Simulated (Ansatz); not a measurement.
Data:

Si:
```cif
data_Si7
_chemical_formula_sum 'Si7'
_space_group_name_H-M_alt 'P-43m'
_space_group_IT_number 215
_space_group_name_Hall 'P -4 2 3'
_cell_length_a 5.29520
_cell_length_b 5.29520
_cell_length_c 5.29520
_cell_angle_alpha 90.000
_cell_angle_beta 90.000
_cell_angle_gamma 90.000
loop_
_atom_site_label
_atom_site_type_symbol
_atom_site_symmetry_multiplicity
_atom_site_Wyckoff_symbol
_atom_site_fract_x
_atom_site_fract_y
_atom_site_fract_z
_atom_site_occupancy
Si1 Si 4 e 0.23921 0.23921 0.23921 1
Si2 Si 3 c 0.00000 0.50000 0.50000 1
```

This is the r²SCAN-relaxed structure.

Problem. All from DFT-r²SCAN in the program Ansatz with PAW potentials, unless another level is named. Give the electronic character.

Solution. metallic (no gap).

Problem. And the density of states at the Fermi level?

Solution. 0.39 states/eV per atom (mean over ±0.08 eV).

The start of the workflow was typed in or built on a structure type; neither database checked (COD, Materials Project) lists it. It is not the phase usual at ambient conditions (space group No. 227). The r²SCAN relaxation kept the symmetry of its start; its stability against distortions is not shown here.

Potentials: the later of the program's two PAW sets.
